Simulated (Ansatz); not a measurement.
Relaxed-ion elastic tensor of TiO2 in space group Pbcn (No. 60; Ti on 4c, O on 8d) in GPa (Voigt order), the program Ansatz at the LDA level (PAW); density 4.48 g/cm³, 9.87 Å³ per atom.

```
     1    2    3     4    5     6
-  ---  ---  ---  ----  ---  ----
1  347  193  192   0.0  0.0   0.0
2  193  341  158   0.0  0.0   0.0
3  192  158  394   0.0  0.0   0.0
4  0.0  0.0  0.0  91.3  0.0   0.0
5  0.0  0.0  0.0   0.0  125   0.0
6  0.0  0.0  0.0   0.0  0.0  84.2
```

Q: Is the crystal mechanically stable?

A: Yes: the smallest eigenvalue of C is 84.2 GPa.

Q: Work out the Voigt, Reuss and Hill averages.

A: K_V = 241, K_R = 240, K_H = 240; G_V = 96.1, G_R = 92.7, G_H = 94.4 GPa.

Q: Give Young's modulus, Poisson's ratio, Pugh's ratio and the universal anisotropy index.

A: E = 9KG/(3K + G) = 250 GPa; ν = 0.33; K/G = 2.55 (ductile by the Pugh limit of 1.75); A_U = 5G_V/G_R + K_V/K_R − 6 = 0.18.

Q: Estimate the sound speeds and the Debye temperature.

A: v_l = √((K + 4G/3)/ρ) = 9050 m/s, v_t = √(G/ρ) = 4590 m/s, mean 5150 m/s; Θ = (h/k)(3n/4πV)^(1/3) v_m = 714 K.

Q: How much does each axis shrink under pressure?

A: Linear compressibilities β_i = Σ_j S_ij (j = 1 to 3): x 1.3, y 1.6, z 1.3 per TPa.

This is a known high-pressure phase of the composition, computed here at zero pressure and temperature. Symmetry was held in the LDA relaxation; of distortions, only those at the zone centre were tested. No spin polarisation was allowed.

Potentials: the later of the program's two PAW sets.
